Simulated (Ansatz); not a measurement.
InSb:
```yaml
crystal:
  lattice:
    - [4.17325, 0.00000, 0.00000]
    - [-2.08663, 3.61414, 0.00000]
    - [0.00000, 0.00000, 7.34843]
  atoms:
    - { symbol: In, position: [0.00000, 0.00000, 0.00000] }
    - { symbol: In, position: [0.00000, 0.00000, 0.50000] }
    - { symbol: Sb, position: [0.33333, 0.66667, 0.25000] }
    - { symbol: Sb, position: [0.66667, 0.33333, 0.75000] }
```

Relaxed with PBEsol. Special points in fractions of this cell's reciprocal vectors: Γ (0.000, 0.000, 0.000); M (0.500, 0.000, 0.000); K (0.333, 0.333, 0.000); A (0.000, 0.000, 0.500); L (0.500, 0.000, 0.500); H (0.333, 0.333, 0.500).

Task: List the band energies nearest the Fermi level at these points for DFT-PBEsol with spin–orbit coupling in the program Ansatz with PAW potentials.

Result: In eV from the Fermi level; about four levels below and three above (degenerate sets whole), none deeper than 8.9 eV; points with the same levels are listed once.

```csv
k,below,above
Γ,-0.79 -0.79 -0.59 -0.59,0.03 0.03 0.33 0.33
M,-3.50 -3.50 -1.92 -1.92,0.30 0.30 1.14 1.14
K,-2.53 -2.53 -2.36 -2.36,4.34 4.34 4.81 4.81
A,-4.48 -4.48 -4.48 -4.48,0.12 0.12 0.12 0.12
L,-0.70 -0.70 -0.70 -0.70,3.02 3.02 3.02 3.02
H,-0.32 -0.32 -0.21 -0.21,0.16 0.16 0.25 0.25
```

Space group P6_3/mmc (NiAs type). The start of the workflow was typed in or built on a structure type; neither database checked (COD, Materials Project) lists it. It is not the phase usual at ambient conditions (space group No. 216). Symmetry was held in the PBEsol relaxation; of distortions, only those at the zone centre were tested.

Potentials: the later of the program's two PAW sets.
